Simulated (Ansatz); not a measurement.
# NaY: clamped-ion elastic tensor

These are results of Ansatz 0.2.0, DFT PBEsol, scalar-relativistic, plane waves, PAW, not measurements. Plane waves to 420 eV; Γ-centred k mesh 10×10×10; Fermi-Dirac smearing of 0.15 eV. No spin polarisation.

Equilibrium structure at this level:
```yaml
crystal:
  lattice:
    - [3.96573, 0.00000, 0.00000]
    - [0.00000, 3.96573, 0.00000]
    - [0.00000, 0.00000, 3.96573]
  atoms:
    - { symbol: Na, position: [0.50000, 0.50000, 0.50000] }
    - { symbol: Y, position: [0.00000, 0.00000, 0.00000] }
```

The cell was built by swapping an element in a database structure (itself possibly hypothetical) and relaxing; it need not be the stable form of this composition. In a metal, frequencies and elastic constants depend on the k mesh and the smearing, soft modes and shear constants most.

Q: Give the clamped-ion elastic constants (GPa, Voigt order xx yy zz yz xz xy, on the axes of the cell above).

A:
C11 = 26.2, C12 = 23.9, C13 = 23.9, C22 = 26.2, C23 = 23.9, C33 = 26.2, C44 = 21.1, C55 = 21.1, C66 = 21.1 GPa; the others vanish.